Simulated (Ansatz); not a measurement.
Ansatz (a first-principles code) input:

Ansatz 0.2 input:
```yaml
crystal:
  lattice:
    - [6.7041353525, 0.0, 0.0]
    - [-3.3520676762, 5.8059515256, 0.0]
    - [0.0, 0.0, 3.4004498559]
  atoms:
    - { symbol: Ge, position: [0.6666666667, 0.3333333333, 0.0] }
    - { symbol: Ge, position: [0.3333333333, 0.6666666667, 0.0] }
    - { symbol: Ge, position: [0.0, 0.0, 0.5] }
    - { symbol: Pd, position: [0.6094237644, 0.0, 0.5] }
    - { symbol: Pd, position: [0.3905762356, 0.3905762356, 0.5] }
    - { symbol: Pd, position: [0.0, 0.6094237644, 0.5] }
    - { symbol: Pd, position: [0.0, 0.2703239324, 0.0] }
    - { symbol: Pd, position: [0.2703239324, 0.0, 0.0] }
    - { symbol: Pd, position: [0.7296760676, 0.7296760676, 0.0] }
kpoints:
  mp_grid: { grid: [7, 7, 12] }
hamiltonian:
  xc: pbesol
  pseudopotentials: { kind: paw }
scf:
  occupations: { method: fermi_dirac, width: 0.1 }
phonons:
  method: dfpt
  response_accuracy: low
  eigenvectors: true
  rigid_motions: translations
```

Output (shortened):

```
Pseudopotential: Ge, paw, valence charge 14
Pseudopotential: Pd, paw, valence charge 18
Functional definition: PBEsol
Crystal: 9 atoms, lattice volume = 132.359 Å³
Basis set: ecut = 420 eV, 2627 PW (Γ), exchange–correlation on 90×90×48 points (8 copies of the dense FFT grid, shifted against one another)
Bands: 90, of which v1, the nominal top of the filled ones, is band 75 counted from 1 (74 counted from 0)
Symmetry: 12 space group operations
k-points: 175 of 588 (irreducible under 2 space group operations, time reversal used)
SCF iter   1: F=—  HF=-54205.712276 eV  |F-HF|=—  |Δ(HF+E_count)|=         —  Δρ=1.18e-2  dr2=1.84e-1  ethr=1.77e-3  ⟨swp⟩=5.8  Hψ=56953  notcnv=0  defer=125
preconditioner: auto → Kerker (q_TF=auto, 2.786 Å⁻¹)
SCF iter   2: F=—  HF=-54205.677055 eV  |F-HF|=—  |Δ(HF+E_count)|=   3.52e-2  Δρ=4.86e-3  dr2=3.49e-2  ethr=1.23e-4  ⟨swp⟩=1.1  Hψ=18594  notcnv=0  defer=161
SCF iter   3: F=—  HF=-54205.669329 eV  |F-HF|=—  |Δ(HF+E_count)|=   7.73e-3  Δρ=1.02e-3  dr2=1.74e-3  ethr=2.33e-5  ⟨swp⟩=2.0  Hψ=19431  notcnv=0  defer=161
SCF iter   4: F=—  HF=-54205.668944 eV  |F-HF|=—  |Δ(HF+E_count)|=   3.86e-4  Δρ=3.58e-4  dr2=2.81e-4  ethr=1.16e-6  ⟨swp⟩=2.1  Hψ=21462  notcnv=0  defer=161
SCF iter   5: F=—  HF=-54205.668841 eV  |F-HF|=—  |Δ(HF+E_count)|=   1.03e-4  Δρ=1.41e-4  dr2=3.84e-5  ethr=1.87e-7  ⟨swp⟩=2.0  Hψ=23705  notcnv=0  defer=161
SCF iter   6: F=—  HF=-54205.668827 eV  |F-HF|=—  |Δ(HF+E_count)|=   1.42e-5  Δρ=2.89e-5  dr2=1.68e-6  ethr=2.56e-8  ⟨swp⟩=2.0  Hψ=22862  notcnv=0  defer=161
SCF iter   7: F=—  HF=-54205.668840 eV  |F-HF|=—  |Δ(HF+E_count)|=   1.34e-5  Δρ=7.22e-6  dr2=9.36e-8  ethr=1.12e-9  ⟨swp⟩=2.0  Hψ=20982  notcnv=0  defer=161
SCF iter   8: F=—  HF=-54205.668840 eV  |F-HF|=—  |Δ(HF+E_count)|=   1.89e-8  Δρ=2.77e-6  dr2=1.50e-8  ethr=6.24e-11  ⟨swp⟩=2.0  Hψ=23304  notcnv=0  defer=161
SCF iter  12: F=-54205.668840 eV  HF=-54205.668840 eV  |F-HF|=0.00e0  |Δ(HF+E_count)|=  1.46e-11  Δρ=3.75e-8  dr2=1.95e-12  ethr=1.00e-12  ⟨swp⟩=9.0  Hψ=61793  notcnv=0
SCF 1 converged in 12 iterations: F = -54205.668840 eV  dr2 = 1.95e-12
DFPT response loops at Γ: preconditioner auto → Kerker (q_TF=auto, 2.786 Å⁻¹) (partly filled bands, converged f_vac=0.000) …
SCF converged after 12 iterations
Free energy (F): -54205.668840 eV
Harris-Foulkes:  -54205.668840 eV  (|F-HF|=0.00e0)
Internal energy: -54205.602862 eV  (E = F + TS)
E sigma→0 (E₀):  -54205.635851 eV
Entropy (-TS):   -0.065978 eV (-7.331 meV/atom)
Fermi energy:    18.481367 eV
--- Per-component energies (eV) ---
  E_band       = -1076.296241
  E_kinetic    = 3428.023382
  E_local      = -16703.342171  (includes V_loc(G=0)·N_el)
  E_nonlocal   = 2580.354246
  E_hartree    = 7007.291477
  E_xc         = -1236.580668
  E_vxc        = -1468.915231  (∫ρ·V_xc dr)
  E_paw        = -28052.857966  (= ΣΔE_a)
  E_vpaw       = -2927.001600  (= ΣTr[D̂ρ^β])
  E_aug_tail   = 0.002096  (compensation charges beyond the density's cutoff)
  E_ewald      = -21233.062211
  E_core_change = 4.568953  (= ΣΔE_core)
  E_smearing   = -0.065978  (= −TS)
  E_closure    = 0.000000  (closes the sum)
  Σ components = -54205.668840   (vs F -54205.668840, Δ=0.00e0)
  [band-id]    e_kinetic+e_local+e_nonlocal+2·e_hartree+e_vxc+e_vpaw+e_augmentation_tail = -1076.296325   (vs E_band -1076.296241, Δ=-8.41e-5)
--- Band table (eV; the first three rows and the last of 175) ---
  k-point 0: bands = ["-66.3154", "-66.3125", "-66.3125", "-65.9071", "-65.9071", "-65.9069", "-32.2143", "-32.1750", "-32.1750", "-32.1098", "-32.1098", "-32.1021", "-31.9969", "-31.9810", "-31.9810", "-31.6796", "-31.6796", "-31.6761", "-31.6761", …
  k-point 1: bands = ["-66.3153", "-66.3124", "-66.3124", "-65.9070", "-65.9070", "-65.9069", "-32.2136", "-32.1752", "-32.1752", "-32.1097", "-32.1097", "-32.1014", "-31.9974", "-31.9836", "-31.9836", "-31.6786", "-31.6786", "-31.6764", "-31.6764", …
  k-point 2: bands = ["-66.3150", "-66.3123", "-66.3123", "-65.9069", "-65.9069", "-65.9069", "-32.2117", "-32.1757", "-32.1757", "-32.1093", "-32.1093", "-32.0992", "-31.9989", "-31.9906", "-31.9906", "-31.6784", "-31.6784", "-31.6761", "-31.6747", …
  k-point 174: bands = ["-66.3139", "-66.3117", "-66.3117", "-65.9066", "-65.9064", "-65.9063", "-32.2066", "-32.1771", "-32.1744", "-32.1096", "-32.1080", "-32.0897", "-32.0228", "-32.0138", "-32.0057", "-31.6917", "-31.6841", "-31.6830", "-31.6808", …
--- Phonons (Γ-DFPT): 9 representative perturbations + reference, on 175 of 588 k-points (Σ response iterations 32) ---
  ASR residual: 5.337e-4 → 0.000e0 eV/Å²; symmetrization residual: 1.891e-4 eV/Å²
  ASR residual per site (eV/Å²): 3.08e-4 3.08e-4 5.25e-5 5.34e-4 5.34e-4 5.34e-4 1.99e-4 2.65e-4 1.99e-4
  Γ frequencies (cm⁻¹): 0.00 0.00 0.00 62.26 84.58 91.52 93.04 93.04 108.74 115.70 115.70 124.70 124.70 142.70 142.70 158.38 168.93 168.93 176.12 196.42 216.80 216.80 224.17 224.17 239.59 239.59 239.89
  non-analytic LO–TO correction: not included (Born effective charges unavailable; polar crystals: no LO–TO splitting at Γ)
```

Cost: around 30 core-minutes (rough) on shared cores.

Space group P-62m. The first step of the workflow began from a Materials Project structure, measured or hypothetical; the Crystallography Open Database copy checked does not list it. Whether it is the stable phase at ambient conditions was not checked. Symmetry was held in the PBEsol relaxation; whether a distortion lowers the energy is not shown. No spin polarisation was allowed. As this level gives no gap, phonon frequencies hold no LO–TO term and depend on the k-mesh and smearing (Fermi–Dirac, 0.1 eV here). Spin–orbit coupling is left out wherever it is not named.

Potentials: the later of the program's two PAW sets.

Ansatz is a plane-wave DFT program.
